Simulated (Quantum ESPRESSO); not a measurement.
**Kohn-Sham bands of KI (rock salt)**

```
KI
1.0
    0.00000     3.54243     3.54243
    3.54243     0.00000     3.54243
    3.54243     3.54243     0.00000
K I
1 1
Direct
  0.00000   0.00000   0.00000
  0.50000   0.50000   0.50000
```

Cell from Materials Project (mp-22898), symmetrised, no further relaxation. COD (Crystallography Open Database) has the formula in 2 space groups, this one among them (matched by group alone). Computed values, not measurements, from PBEsol: Quantum ESPRESSO (norm-conserving PseudoDojo potentials, cutoff 60 Ry, no spin polarisation, no spin-orbit coupling) on a Γ-centred 8×8×8 mesh, then Wannier90. Density: 8×8×8 mesh, cold smearing 0.01 Ry. Spin-orbit coupling is left out although heavy elements are present.

Energies are relative to the valence-band maximum; weights are on the orthonormalised atomic waves of the pseudopotential files, averaged over the group. 16 electrons a cell are treated as valence.

Question: Into which isolated groups do the bands fall, where do they lie and what are they made of?

Answer: 
```json
[
 {"bands": "1", "from (eV)": "-28.34", "to (eV)": "-28.34", "filling": "filled", "weight on atomic waves": "K 3s 99 %"},
 {"bands": "2–4", "from (eV)": "-12.05", "to (eV)": "-11.89", "filling": "filled", "weight on atomic waves": "K 3p 98 %"},
 {"bands": "5", "from (eV)": "-10.53", "to (eV)": "-10.25", "filling": "filled", "weight on atomic waves": "I 5s 90 %, K 4s 5 %, K 3p 5 %"},
 {"bands": "6–8", "from (eV)": "-1.33", "to (eV)": "0.00", "filling": "filled", "weight on atomic waves": "I 5p 95 %"}
]
```

The Kohn-Sham gap over both meshes and the path is 3.80 eV.
